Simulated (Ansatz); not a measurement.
ScPt₃:
```
CELL_PARAMETERS angstrom
      3.97725     0.00000     0.00000
      0.00000     3.97725     0.00000
      0.00000     0.00000     3.97725
ATOMIC_POSITIONS crystal
  Sc 0.00000 0.00000 0.00000
  Pt 0.00000 0.50000 0.50000
  Pt 0.50000 0.00000 0.50000
  Pt 0.50000 0.50000 0.00000
```

Relaxed with r²SCAN.

Question: Tabulate the valence density and the electron localisation function along the shortest Pt–Pt contact (2.81 Å), plane-wave PAW r²SCAN (Ansatz code).

Answer: 

```csv
distance from Pt (Å),density (e/Å³),ELF
0.28,10.33,0.68
0.42,8.27,0.67
0.56,5.73,0.62
0.70,3.37,0.53
0.84,1.70,0.40
0.98,0.86,0.30
1.12,0.54,0.27
1.27,0.40,0.29
1.41,0.37,0.32
1.55,0.40,0.29
1.69,0.54,0.27
1.83,0.86,0.30
1.97,1.70,0.40
2.11,3.37,0.53
2.25,5.73,0.62
2.39,8.27,0.67
2.53,10.33,0.68
```

The density is the valence pseudo-density with augmentation charge, so density and ELF within about 1 Å of a nucleus are not all-electron values.

Space group Pm-3m (Cu3Au type). The workflow started from an entry of the Crystallography Open Database (COD). Its standing as an ambient phase is unchecked. Symmetry was held in the r²SCAN relaxation; whether a distortion lowers the energy is not shown. No spin polarisation was allowed. Scalar-relativistic: spin–orbit coupling is off unless named, which matters more the heavier the elements.

Potentials: the later of the program's two PAW sets.
